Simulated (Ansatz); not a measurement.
KMnV: input and output

Input file of Ansatz 0.2.0:

```yaml
crystal:
  lattice:
    - [4.304281, 0.0, 0.0]
    - [0.0, 4.304281, 0.0]
    - [0.0, 0.0, 7.551321]
  atoms:
    - { symbol: K, position: [0.0, 0.5, 0.656] }
    - { symbol: K, position: [0.5, 0.0, 0.344] }
    - { symbol: V, position: [0.0, 0.5, 0.196] }
    - { symbol: V, position: [0.5, 0.0, 0.804] }
    - { symbol: Mn, position: [0.0, 0.0, 0.0] }
    - { symbol: Mn, position: [0.5, 0.5, 0.0] }
  symmetry: { tolerance: 0.0003 }
kpoints:
  mp_grid: { grid: [8, 8, 5], shift: [0, 0, 0] }
  band_path:
    path:
      - [0.0, 0.0, 0.0]
      - [0.0, 0.5, 0.0]
      - [0.5, 0.5, 0.0]
      - [0.0, 0.0, 0.0]
      - [0.0, 0.0, 0.5]
      - [0.0, 0.5, 0.5]
      - [0.5, 0.5, 0.5]
      - [0.0, 0.0, 0.5]
      - [0.0, 0.5, 0.0]
      - [0.0, 0.5, 0.5]
      - [0.5, 0.5, 0.0]
    npoints: 6
magnetization:
  spin_polarized: false
scf:
  occupations: { method: fermi_dirac, width: 0.0133 }
  lower_state_search: "off"
  max_iter: 200
hamiltonian:
  pseudopotentials: { kind: paw }
  xc: pbe
basis:
  ecutwfc: 420
  fft_grid_basis: typed
output:
  forces: true
  stress: true
  eigenvalues: true
  bader: true
  populations: true
  elf: true
  write_potential: true
  volumetric_format: npy
  dos:
    e_range: [-12, 8]
    de: 0.05
    projected: { site_lists: { K: [K], Mn: [Mn], V: [V] } }
checkpoint:
  read: saved_state
```

The run starts from an earlier solution of this cell. 

Excerpt of what it printed:

```
SCF iter   1: F=—  Δρ=1.94e-3  dr2=4.37e-3
SCF iter   2: F=—  Δρ=7.78e-4  dr2=8.24e-4
SCF iter   3: F=—  Δρ=3.18e-4  dr2=2.20e-4
SCF iter   4: F=—  Δρ=1.70e-4  dr2=5.64e-5
SCF iter   5: F=—  Δρ=5.95e-5  dr2=6.07e-6
SCF iter   6: F=—  Δρ=2.04e-5  dr2=1.33e-6
SCF iter   7: F=—  Δρ=1.06e-5  dr2=1.94e-7
SCF iter   8: F=-16690.5148 eV  Δρ=5.47e-6  dr2=6.78e-8
Free energy (F): -16690.5148 eV
Harris-Foulkes:  -16690.5148 eV  (|F-HF|=4.84e-8)
Internal energy: -16690.5109 eV  (E = F + TS)
E sigma→0 (E₀):  -16690.5128 eV
Entropy (-TS):   -0.0039 eV (-0.649 meV/atom)
Fermi energy:    8.5109 eV
--- Per-component energies (eV) ---
  E_band       = -1295.1501
  E_kinetic    = 1778.3160
  E_local      = -10616.3499  (includes V_loc(G=0)·N_el)
  E_nonlocal   = 424.0337
  E_hartree    = 4555.6833
  E_xc         = -749.4663
  E_vxc        = -939.2566  (∫ρ·V_xc dr)
  E_paw        = -6389.9973  (= ΣΔE_a)
  E_vpaw       = -1053.2872  (= ΣTr[D̂ρ^β])
  E_aug_tail   = 0.0005  (compensation charges beyond the density's cutoff)
  E_ewald      = -5692.7308
  E_smearing   = -0.0039  (= −TS)
--- Forces (eV/Å), atoms counted from 1 ---
  atom   1  K      0.0000     0.0000     0.0308
  atom   2  K      0.0000     0.0000    -0.0308
  atom   3  V      0.0000     0.0000    -3.9616
  atom   4  V      0.0000     0.0000     3.9616
  atom   5  Mn     0.0000     0.0000     0.0000
  atom   6  Mn     0.0000     0.0000     0.0000
--- Stress (GPa, compression-positive) ---
      -10.0100       0.0000       0.0000
        0.0000     -10.0100       0.0000
        0.0000       0.0000      -6.3265
  P = ⅓ Tr σ = -8.7821 GPa (-87.821 kbar)
--- Löwdin populations: 6 sites ---
  site symbol       q [e]
     0      K      8.7899
     1      K      8.7899
     2      V     12.9261
     3      V     12.9261
     4     Mn     14.9331
     5     Mn     14.9331
  spilling = 0.0095 (of n_electrons = 74.0000)
--- Bader charges: 6 sites ---
  site symbol  charge [e]  shift [e]
     0      K      0.4792     0.0000
     1      K      0.4792     0.0000
     2      V     -0.0200     0.0032
     3      V     -0.0200     0.0032
     4     Mn     -0.4592     0.0032
     5     Mn     -0.4592     0.0032
```

Origin: a known structure type with other elements, at an estimated volume, so it need not be a known compound. Caveats: no spin polarisation, so a magnetic state may lie lower; atoms or cell far from equilibrium.
